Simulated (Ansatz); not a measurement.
Relaxed-ion elastic tensor of KI (rock salt, Fm-3m) in GPa (Voigt order), PBE (plane waves, PAW; program Ansatz); density 2.98 g/cm³, 46.31 Å³ per atom.

```
24.1   3.8   3.8   0.0   0.0   0.0
 3.8  24.1   3.8   0.0   0.0   0.0
 3.8   3.8  24.1   0.0   0.0   0.0
 0.0   0.0   0.0   3.8   0.0   0.0
 0.0   0.0   0.0   0.0   3.8   0.0
 0.0   0.0   0.0   0.0   0.0   3.8
```

Is the crystal mechanically stable?

Yes: the smallest eigenvalue of C is 3.8 GPa.

Work out the Voigt, Reuss and Hill averages.

K_V = 10.6, K_R = 10.6, K_H = 10.6; G_V = 6.3, G_R = 5.0, G_H = 5.7 GPa.

Give Young's modulus, Poisson's ratio, Pugh's ratio and the universal anisotropy index.

E = 9KG/(3K + G) = 14.4 GPa; ν = 0.27; K/G = 1.87 (ductile by the Pugh limit of 1.75); A_U = 5G_V/G_R + K_V/K_R − 6 = 1.27.

Estimate the sound speeds and the Debye temperature.

v_l = √((K + 4G/3)/ρ) = 2470 m/s, v_t = √(G/ρ) = 1380 m/s, mean 1540 m/s; Θ = (h/k)(3n/4πV)^(1/3) v_m = 127 K.

Give the Zener ratio and Young's modulus along [100], [110] and [111].

A = 2C44/(C11 − C12) = 0.37; 1/E = S11 − 2(S11 − S12 − S44/2)Γ with Γ = 0, 1/4, 1/3 gives 23.0, 11.7, 10.1 GPa.

The cell was relaxed with PBE under the symmetry of its start; phonons on a q-mesh show no instability. Scalar-relativistic: spin–orbit coupling is off unless named, which matters more the heavier the elements.

Potentials: the later of the program's two PAW sets.
